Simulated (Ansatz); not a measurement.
Y$_{5}$Ge$_{3}$:
```
Y5Ge3
1.0
    8.49705     0.00000     0.00000
   -4.24853     7.35867     0.00000
    0.00000     0.00000     6.44041
Y Ge
10 6
Direct
  0.00000   0.75710   0.75000
  0.00000   0.24290   0.25000
  0.24290   0.00000   0.25000
  0.75710   0.00000   0.75000
  0.24290   0.24290   0.75000
  0.75710   0.75710   0.25000
  0.33333   0.66667   0.50000
  0.66667   0.33333   0.50000
  0.66667   0.33333   0.00000
  0.33333   0.66667   0.00000
  0.39301   0.00000   0.75000
  0.60699   0.00000   0.25000
  0.39301   0.39301   0.25000
  0.60699   0.60699   0.75000
  0.00000   0.39301   0.75000
  0.00000   0.60699   0.25000
```

Relaxed with r²SCAN. Special points in fractions of this cell's reciprocal vectors: Γ (0.000, 0.000, 0.000); M (0.500, 0.000, 0.000); K (0.333, 0.333, 0.000); A (0.000, 0.000, 0.500); L (0.500, 0.000, 0.500); H (0.333, 0.333, 0.500).

Question: List the band energies nearest the Fermi level at these points for r²SCAN in the plane-wave PAW code Ansatz.

Answer: In eV from the Fermi level; about four levels below and three above (degenerate sets whole), none deeper than 8.9 eV; points with the same levels are listed once.

```csv
k,below,above
Γ,-0.34 -0.25 -0.25 -0.17,0.43 0.43 0.67
M,-0.88 -0.83 -0.38 -0.33,0.32 0.43 0.45
K,-0.58 -0.30 -0.30 -0.30,0.47 0.64 0.64 0.65
A,0.00 0.00 0.00 0.00,1.20 1.20 1.26 1.26
L,-1.17 -1.17 -0.42 -0.42,0.28 0.28 0.49 0.49
H,-1.16 -1.16 -0.37 -0.37,0.31 0.31 0.31 0.31
```

Space group P6_3/mcm. The workflow started from a Materials Project entry (that database holds measured and hypothetical structures alike); the Crystallography Open Database copy checked does not list it. Whether it is the stable phase at ambient conditions was not checked. The r²SCAN relaxation kept the symmetry of its start; its stability against distortions is not shown here. No spin polarisation was allowed. Scalar-relativistic: spin–orbit coupling is off unless named, which matters more the heavier the elements.

Potentials: the later of the program's two PAW sets.
